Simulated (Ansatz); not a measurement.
Input file for Ansatz (a first-principles code):

Ansatz 0.2 input:
```yaml
crystal:
  lattice:
    - [0.0, 1.8048463695, 1.8048463695]
    - [1.8048463695, 0.0, 1.8048463695]
    - [1.8048463695, 1.8048463695, 0.0]
  atoms:
    - { symbol: N, position: [0.75, 0.75, 0.75] }
    - { symbol: B, position: [0.0, 0.0, 0.0] }
kpoints:
  mp_grid: { grid: [10, 10, 10] }
hamiltonian:
  xc: hse06
  pseudopotentials: { kind: paw }
scf:
  n_extra_bands: 6
  occupations: { method: fixed }
output:
  eigenvalues: true
  eigenstates:
    e_range: [-9.0, 15.5]
    kpoints:
      - [0.0, 0.0, 0.0]  # VBM
      - [0.0, 0.5, 0.5]  # CBM
      - [0.0, 0.0, 0.0]  # GAMMA
      - [0.5, 0.0, 0.5]  # X
      - [0.5, 0.5, 0.5]  # L
      - [0.5, 0.25, 0.75]  # W
      - [0.375, 0.375, 0.75]  # K
      - [0.625, 0.25, 0.625]  # U
```

Output (shortened):

```
Pseudopotential: N, paw, valence charge 5
Pseudopotential: B, paw, valence charge 3
Functional definition: HSE06
davidson cushion auto → on  (no smearing: the cushion is to keep the highest requested band from converging to the state above it …
Crystal: 2 atoms, lattice volume = 11.758 Å³
Basis set: ecut = 420 eV, 259 PW (Γ)
Bands: 10, of which v1, the nominal top of the filled ones, is band 4 counted from 1 (3 counted from 0)
Symmetry: 24 space group operations
Space group: F-43m (ITA 216), of the structure as read, at distance tolerance 2.3e-5 Å
k-points: 47 of 1000 (time reversal used)
SCF iter   1: F=—  HF=-542.273808 eV  |F-HF|=—  |Δ(HF+E_count)|=         —  Δρ=1.53e-3  dr2=1.18e-4  ethr=1.77e-3  ⟨swp⟩=2.0  Hψ=3389  notcnv=0
preconditioner: auto → none
SCF iter   2: F=-542.274030 eV  HF=-542.273970 eV  |F-HF|=5.95e-5  |Δ(HF+E_count)|=   1.62e-4  Δρ=8.12e-4  dr2=1.97e-5  ethr=1.47e-6  ⟨swp⟩=3.0  Hψ=1277  notcnv=0  defer=1
SCF 1 stopped early in 2 iterations: F = -542.274030 eV  dr2 = 1.97e-5
Crystal: 2 atoms, lattice volume = 11.758 Å³
Exchange kernel: α = 0.2500, screened, ω = 0.2079 Å⁻¹, Wigner–Seitz truncation, v(0) = 1046.8171 eV·Å³, q-mesh 10×10×10, nearest image of the exchange …
Frozen-core exchange: fock
SCF iter   1: F=—  HF=-542.453832 eV  |F-HF|=—  |Δ(HF+E_count)|=         —  Δρ=9.36e-3  dr2=5.06e-3  ethr=2.47e-6  ⟨swp⟩=5.3  Hψ=2287  notcnv=0
preconditioner: auto → none
SCF iter   2: F=—  HF=-542.451883 eV  |F-HF|=—  |Δ(HF+E_count)|=   1.95e-3  Δρ=4.31e-3  dr2=8.41e-4  ethr=2.47e-6  ⟨swp⟩=3.0  Hψ=1591  notcnv=0
SCF iter   3: F=—  HF=-542.453438 eV  |F-HF|=—  |Δ(HF+E_count)|=   1.55e-3  Δρ=1.32e-3  dr2=1.64e-4  ethr=2.47e-6  ⟨swp⟩=3.0  Hψ=1411  notcnv=0
iter 4 solved again at ethr=1.52e-7 eV; its pass at ethr=2.01e-6 eV (dr2=1.22e-5 eV) is discarded
SCF iter   4: F=—  HF=-542.453386 eV  |F-HF|=—  |Δ(HF+E_count)|=   5.18e-5  Δρ=3.69e-4  dr2=1.54e-5  ethr=1.52e-7  ⟨swp⟩=2.0  Hψ=2305  notcnv=0
SCF iter   5: F=-542.453381 eV  HF=-542.453381 eV  |F-HF|=4.58e-8  |Δ(HF+E_count)|=   4.42e-6  Δρ=6.68e-5  dr2=1.53e-6  ethr=1.51e-7  ⟨swp⟩=2.0  Hψ=1128  notcnv=0
SCF 2 stopped early in 5 iterations: F = -542.453381 eV  dr2 = 1.53e-6
hybrid outer 1: dexx = +2.081e-3 eV, tail = 7.95e-6 eV
Crystal: 2 atoms, lattice volume = 11.758 Å³
Exchange kernel: α = 0.2500, screened, ω = 0.2079 Å⁻¹, Wigner–Seitz truncation, v(0) = 1046.8171 eV·Å³, q-mesh 10×10×10, nearest image of the exchange …
Frozen-core exchange: fock
SCF iter   1: F=—  HF=-542.453423 eV  |F-HF|=—  |Δ(HF+E_count)|=         —  Δρ=7.84e-5  dr2=5.65e-7  ethr=4.97e-7  ⟨swp⟩=2.2  Hψ=1136  notcnv=0
preconditioner: auto → none
iter 2 solved again at ethr=5.44e-11 eV; its pass at ethr=5.97e-9 eV (dr2=4.35e-9 eV) is discarded
SCF iter   2: F=-542.453423 eV  HF=-542.453423 eV  |F-HF|=3.06e-9  |Δ(HF+E_count)|=   1.19e-7  Δρ=1.17e-5  dr2=1.92e-8  ethr=5.44e-11  ⟨swp⟩=2.9  Hψ=2577  notcnv=0
SCF 3 converged in 2 iterations: F = -542.453423 eV  dr2 = 1.92e-8
hybrid outer 2: dexx = +1.047e-7 eV, tail = 4.18e-8 eV, Δε = 1.82e-3 eV (about 1.61e-4 eV left of the loop's levels)
the search or the solves at the SCF's close seem to have found levels that the self-consistency loop had missed (the run counts 1) …
NSCF: frozen V_eff on 8 k-points
hybrid SCF converged: 2 outer / 7 inner (+2 warm-up), last move |dexx| = 1.05e-7 eV, tail = 4.18e-8 eV
Stability not checked (fock_operator)
Free energy (F): -542.453423 eV
Frozen-core exchange: fock
Harris-Foulkes:  -542.453423 eV  (|F-HF|=3.06e-9)
Internal energy: -542.453423 eV  (E = F + TS)
E sigma→0 (E₀):  -542.453423 eV
Fermi energy:    10.386012 eV
--- Per-component energies (eV) ---
  E_band       = 14.156355
  E_kinetic    = 185.856556
  E_local      = -173.782304  (includes V_loc(G=0)·N_el)
  E_nonlocal   = 55.538677
  E_hartree    = 48.967746
  E_xc         = -75.723745
  E_vxc        = -93.251234  (∫ρ·V_xc dr)
  E_exx        = -19.576393  (= α·E_x^exact, valence–valence)
  E_paw        = -204.787785  (= ΣΔE_a)
  E_vpaw       = -18.988381  (= ΣTr[D̂ρ^β])
  E_aug_tail   = 0.000103  (compensation charges beyond the density's cutoff)
  E_ewald      = -358.911576
  E_core_change = -0.034703  (= ΣΔE_core)
  E_smearing   =  0.000000  (= −TS)
  E_closure    =  0.000000  (closes the sum)
  Σ components = -542.453423   (vs F -542.453423, Δ=0.00e0)
  [band-id]    e_kinetic+e_local+e_nonlocal+2·e_hartree+e_vxc+2·e_exx+e_vpaw+e_augmentation_tail = 14.156123   (vs E_band 14.156355, Δ=-2.32e-4)
--- Band table (eV; the first three rows and the last of 47) ---
  k-point 0: bands = ["-11.7632", "10.3860", "10.3860", "10.3860", "20.9776", "20.9776", "20.9776", "22.5696", "37.1543", "40.1638"]
  k-point 1: bands = ["-11.5002", "9.0187", "10.1159", "10.1159", "21.2341", "21.3919", "21.3919", "23.4488", "36.8179", "37.4499"]
  k-point 2: bands = ["-10.7266", "6.0522", "9.4988", "9.4988", "21.6018", "22.2465", "22.2465", "25.2622", "35.9409", "35.9409"]
  k-point 46: bands = ["-5.4403", "1.7038", "3.2167", "3.5204", "20.7603", "25.2548", "26.6901", "28.6631", "32.2848", "38.5776"]
```

Cost: roughly 40 core-seconds on shared cores.

The points marked VBM and CBM come from a semilocal run.

The cell was relaxed with r²SCAN under the symmetry of its start.

Potentials: the later of the program's two PAW sets.

Ansatz is a plane-wave DFT program.
